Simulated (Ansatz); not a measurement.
BP₂: rattling a relaxed structure

It was reached by relaxing an invented guess, and it needn't be the stable form of this composition.

Computed with DFT PBE, scalar-relativistic, plane waves, PAW (Ansatz 0.2.0). Cutoff 420 eV; k points 12×12×4 on the computed 6-atom cell (Γ-centred); Gaussian smearing, width 0.10 eV; no spin polarisation.

The cell below (6 atoms, space group P3m1 (No. 156)) is relaxed within its symmetry.

```xyz
6
Lattice="3.2635 0.0000 0.0000 -1.6317 2.8263 0.0000 0.0000 0.0000 8.8692" Properties=species:S:1:pos:R:3 pbc="T T T"
B     0.0000    0.0000    2.9887
B     1.6317    0.9421    0.3721
P     0.0000    0.0000    4.9645
P     1.6317    0.9421    2.3494
P     0.0000    1.8842    8.5976
P     1.6317    0.9421    6.1559
```

For the test a repeat of it with 12 atoms (edges 3.26, 3.26, 17.74 Å) was strained at random (σ = 1.5 % a component), the atoms were moved at random (σ = 0.10 Å), and all was relaxed again on a coarse 6×6×2 mesh (in the run’s order of axes) with 0.20 eV smearing, with no symmetry imposed.

No dispersion correction is applied, so the spacing and binding between layers, chains or molecules are poorly described.

Problem. What happens?

Solution. It returns, within 1 meV/atom of the unmoved cell on that mesh and with the same symmetry when read at 0.1 Å. No instability shows in this cell; modes of other wave vectors, which need another repeat, aren't tested.
